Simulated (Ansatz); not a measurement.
LuFe₂B₂ in space group I4/mmm (No. 139; Fe on 4d, Lu on 2a, B on 4e), PBE in the plane-wave PAW code Ansatz, all energies at zero smearing, with the estimated change up to a 700 eV cutoff added, with one set of potentials and settings (totals compare only within such a set). Cell of 5 atoms (2 Fe, 1 Lu, 2 B): -24007.573 eV.

| element | reference phase | E (eV/atom) |
|---|---|---|
| Fe | Im-3m, 1 atoms in the cell, spin-polarised | -4480.4888 |
| Lu | P6_3/mmc, 2 atoms in the cell | -14732.4262 |
| B | R-3m, 12 atoms in the cell | -155.9161 |

Formation energy per atom, worked out: (-24007.573 − 2×(-4480.4888) − 1×(-14732.4262) − 2×(-155.9161))/5 = -0.467 eV/atom (-45 kJ per mol of atoms), at 0 K, without zero-point energy or fitted corrections.

The workflow started from an entry of the Crystallography Open Database (COD). Its standing as an ambient phase is unchecked. The cell was relaxed with PBE under the symmetry of its start; its stability against distortions is not shown here. Magnetic state: ferromagnetic, chosen from 5 collinear starts compared on coarse meshes (ties went to the first, and starts can fall back to one state), not a proven ground state. The references are the lowest solids computed at this level, not always the standard phases. Spin–orbit coupling is left out wherever it is not named.

Potentials: the later of the program's two PAW sets.
